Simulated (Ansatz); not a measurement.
One crystal and one scan (frozen-phonon scan) at two levels, PBE (plane waves to 420 eV, PAW, scalar-relativistic; Ansatz, a program for electronic structure) and r2SCAN (plane waves to 500 eV, PAW, scalar-relativistic; Ansatz), each from its own relaxed cell and on its own mesh. The cell shown is that of PBE.

Relaxed SiO2 (rutile):

```
CELL_PARAMETERS angstrom
      4.23588     0.00000     0.00000
      0.00000     4.23588     0.00000
      0.00000     0.00000     2.68991
ATOMIC_POSITIONS crystal
  Si 0.50000 0.50000 0.50000
  Si 0.00000 0.00000 0.00000
  O  0.80699 0.80699 0.50000
  O  0.30699 0.69301 0.00000
  O  0.69301 0.30699 0.00000
  O  0.19301 0.19301 0.50000
```

The atoms are displaced by Q × the pattern below (from a DFPT mode at Γ, largest move 1; Q in Å), at fixed cell.

```json
[
 {"atom": "O3", "x": "0.707", "y": "0.707", "z": "0.000"},
 {"atom": "O4", "x": "-0.707", "y": "0.707", "z": "0.000"},
 {"atom": "O5", "x": "0.707", "y": "-0.707", "z": "0.000"},
 {"atom": "O6", "x": "-0.707", "y": "-0.707", "z": "0.000"}
]
```

Atoms not listed stay in place.

SiO2 was relaxed with its symmetry unable to fall. The PAW data are Ansatz's earlier set. Percentages come from the unrounded values.

Results of PBE:

| Property | Result |
|---|---|
| Lattice constant a (Å) | 4.236 |
| Lattice constant c (Å) | 2.690 |
| Relaxed volume (Å³/atom) | 8.04 |
| Harmonic wavenumber from the curvature (finite differences) (cm⁻¹ (negative: imaginary)) | 905 |
| Shape of the curve | a single well with its minimum at or next to zero displacement |

Question: Estimate the r2SCAN values.

Answer: 
| quantity | r2SCAN | PBE − r2SCAN |
|---|---|---|
| Lattice constant a (Å) | 4.185 | +0.051 (+1.2 %) |
| Lattice constant c (Å) | 2.668 | +0.022 (+0.8 %) |
| Relaxed volume (Å³/atom) | 7.79 | +0.25 (+3.3 %) |
| Harmonic wavenumber from the curvature (finite differences) (cm⁻¹ (negative: imaginary)) | 958 | -53 (-5.5 %) |

PBE gives the higher value for: lattice constant a; lattice constant c; relaxed volume. PBE gives the lower value for: harmonic wavenumber from the curvature. Both give the same shape of the curve: a single well with its minimum at or next to zero displacement. Neither level is exact: the differences show how much the result hangs on the functional.

(For displaced atoms, the force is minus the slope of the energy, and its curvature is a force constant, which sets phonon frequencies.)
